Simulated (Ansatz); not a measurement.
MgS (rock salt), relaxed and computed with several functionals in Ansatz (plane waves, PAW).

| functional | a (Å) | gap (eV) | B₀ by P(V) fit (GPa) |
|---|---|---|---|
| PBEsol | … | … | … |
| HSE06 | 5.194 | 3.82 | 80.1 |
| PBE | 5.230 | 2.76 | 73.9 |

Question: What belongs in the gaps?

Answer: 
- PBEsol, a (Å): 5.182
- PBEsol, gap (eV): 2.73
- PBEsol, B₀ by P(V) fit (GPa): 78.1

All cells were relaxed under the symmetry of their starts (and spin orders); stability against distortions was not tested throughout.

Potentials: the later of the program's two PAW sets.

Ansatz (a quantum-chemistry and plane-wave program) is a plane-wave DFT program.
